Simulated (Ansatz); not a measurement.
How much do the gradients of Bi₂Te₂PbS₂ depend on the method?

Cell: an entry of the Crystallography Open Database (COD; perhaps a calculated or model structure), ions relaxed with PBE at fixed cell.

Space group R-3m:H (No. 166); a = 4.2701, c = 40.4129 Å, γ = 120.00°.

```csv
site,Wyckoff,site symmetry,x,y,z
Bi,6c,3m,0.0000,0.0000,0.5815
Te,6c,3m,0.0000,0.0000,0.8706
Pb,3a,-3m,0.0000,0.0000,0.0000
S,6c,3m,0.0000,0.0000,0.2914
```

One atom of each set is listed; the run and its k-mesh use a cell of 7 atoms with edges of 13.69, 13.69, 13.69 Å.

First run. Computed with Ansatz: DFT, PBE, plane waves and PAW, scalar-relativistic, 420 eV cutoff, Γ-centred 8×8×8 k-points, Fermi–Dirac smearing 0.02 eV.

```
site  V_zz (10²¹ V/m²)     η
  Bi             -0.95  0.00
  Te              0.78  0.00
  Pb              0.92  0.00
   S             0.004  0.00
```

Second run. The same atoms and settings, except that the functional is r2SCAN and the cutoff is 500 eV.

Q: Given the first result, estimate the second.

A: 

```tsv
site	V_zz	η	change of V_zz
Bi	-0.88	0.00	+0.07
Te	0.018	0.00	-0.76
Pb	0.87	0.00	-0.05
S	-0.064	0.00	-0.07
```

The largest change of V_zz is on Te, from 0.78 to 0.018. In per cent, |V_zz| changes by -7 on Bi, -98 on Te, -5 on Pb (all sites that start above 0.5).

Spin–orbit coupling is left out, which shifts gradients on Bi and Pb by a few per cent in wide-gap crystals, and can shift them far more where the calculated gap is small or absent, as here.
For the first run: With a gap of 0.3 eV on this mesh, small gradients can still move by 0.1 × 10²¹ V/m² or more as the k-mesh gets denser.
For the second run: With a gap of 0.6 eV on this mesh, small gradients can still move by 0.1 × 10²¹ V/m² or more as the k-mesh gets denser.
